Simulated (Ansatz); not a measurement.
A geometry of Si3N4 away from equilibrium: the start of the relaxation of a generated cell, Si3N4 placed in the spinel structure type. Calculation: r2SCAN (plane waves to 500 eV, PAW, scalar-relativistic; Ansatz, an electronic-structure program). Γ-centred k-mesh 6×6×6 on the run's cell, Fermi–Dirac smearing 0.05 eV.

```xyz
14
Lattice="0.0000 3.9446 3.9446 3.9446 0.0000 3.9446 3.9446 3.9446 0.0000" Properties=species:S:1:pos:R:3 pbc="T T T"
Si     4.9308     4.9308     4.9308
Si     4.9308     2.9585     2.9585
Si     2.9585     4.9308     2.9585
Si     2.9585     2.9585     4.9308
Si     1.9723     1.9723     1.9723
Si     0.0000     0.0000     0.0000
N      6.8052     6.8052     6.8052
N      6.8052     5.0286     5.0286
N      5.0286     6.8052     5.0286
N      5.0286     5.0286     6.8052
N      3.0563     3.0563     3.0563
N      3.0563     4.8329     4.8329
N      4.8329     3.0563     4.8329
N      4.8329     4.8329     3.0563
```

Question: Which atoms carry the largest force, and which way does it point?

Answer: 2.55 eV/Å, on N7, N8, N9, N10, N11, N12, N13, N14 (atoms numbered as listed); on N10 its components are (-1.47, -1.47, 1.47).

Question: What is the pressure?

Answer: -13.0 GPa, compression positive.

Question: How much energy per atom can still be gained by relaxing?

Answer: 0.08 eV/atom; the path ends in Fd-3m (No. 227).

No spin polarisation in the result.

The run could not lose the symmetry of its start.

The first start was generated by placing the elements on the sites of a structure type. Materials Project lists a structure of Si3N4 in the same space group, Fd-3m (No. 227); the sites were not compared with it, nor with measured phases. Known forms of Si3N4 include space group No. 176.
